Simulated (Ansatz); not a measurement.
CoW in space group Cmcm (No. 63; W on 4c, Co on 4c) under volume change, PBEsol (plane waves, PAW; program Ansatz), shape and atoms relaxed at each volume.

```json
[
 {"V (Å³/atom)": "12.022", "E − E(relaxed) (meV/atom)": "49.0", "P (GPa)": "21.61"},
 {"V (Å³/atom)": "12.406", "E − E(relaxed) (meV/atom)": "11.6", "P (GPa)": "9.94"},
 {"V (Å³/atom)": "12.790", "E − E(relaxed) (meV/atom)": "0.0", "P (GPa)": "0.00"},
 {"V (Å³/atom)": "13.173", "E − E(relaxed) (meV/atom)": "10.4", "P (GPa)": "-8.46"},
 {"V (Å³/atom)": "13.557", "E − E(relaxed) (meV/atom)": "39.5", "P (GPa)": "-15.64"}
]
```

What does a third-order Birch–Murnaghan fit give for V₀, B₀ and B′?

V₀ = 12.79 Å³/atom, B₀ = 305 GPa, B′ = 4.4.

The start of the workflow was typed in or built on a structure type; neither database checked (COD, Materials Project) lists it. Whether it is the stable phase at ambient conditions was not checked. The cell was relaxed with PBEsol under the symmetry of its start; whether a distortion lowers the energy is not shown. The workflow began spin-polarised and lost its moments. Scalar-relativistic: spin–orbit coupling is off unless named, which matters more the heavier the elements.

Potentials: the later of the program's two PAW sets.
